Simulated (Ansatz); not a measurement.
Cu: an alloy series on one sublattice

Cu, P6_3/mmc, a = 2.515 Å, c = 4.135 Å. This isn't the element's structure at ambient conditions. Ansatz: PBEsol, PAW, 420 eV, Γ-centred 8×12×12 mesh on 6 atoms, Gaussian smearing 0.10 eV; no spin polarisation. Au replaces Cu on a share x of its sites in ordered cells of 6 atoms, relaxed within their symmetry; both ends keep this structure. The mixing energy is per mixed site over the two ends. Neither end has its usual structure, and against the stable forms the mixing energies would lie higher.

| x | mixing energy (meV/site) | V (Å³/atom) |
| --- | --- | --- |
| 0.000 | 0.0 | 11.323 |
| 0.167 | -10.5 | 12.372 |
| 0.333 | ? | ? |
| 0.500 | -17.1 | 14.362 |
| 0.833 | 1.0 | 16.223 |
| 1.000 | 0.0 | 17.029 |

Problem. Fit the regular-solution form ΔH = Ω x(1 − x), and V = the straight line between the end volumes + b x(1 − x), to the other rows and predict the missing row.

Solution. With w = x(1 − x): x = 0.167, w = 0.1391, ΔH/w = -75, excess volume 0.096; x = 0.500, w = 0.2500, ΔH/w = -68, excess volume 0.186; x = 0.833, w = 0.1391, ΔH/w = 7, excess volume 0.147. Least squares through zero (Σ w·y / Σ w²) gives Ω = -55.30 meV and b = 0.7935 Å³. ΔH/w isn't constant, so Ω is only an average. At x = 0.333, w = 0.2221: ΔH = -12.3 meV/site and V = 13.399 Å³/atom (computed 13.313). The run gave -32.6 meV/site, so the fit is 20.3 meV/site too high, 60 % of the span of the series, against an rms of 5.6 meV/site on the fitted rows. ΔH/w is -147 meV in this row and -75 to 7 in the others: each row is one ordered cell, not a random alloy, and the form has no term for order or for a skew between the two ends.

The computed energies at x = 0.167 and 0.833 differ by 11.5 meV/site, though both cells hold the same order with the two species exchanged: a skew, which a form symmetric in x can't hold. Spin–orbit coupling is left out, which can shift energies with elements as heavy as these.

Cost: 6 runs of about 17 core-minutes in all, on Intel Xeon 6975P-C (Granite Rapids) (shared hosts).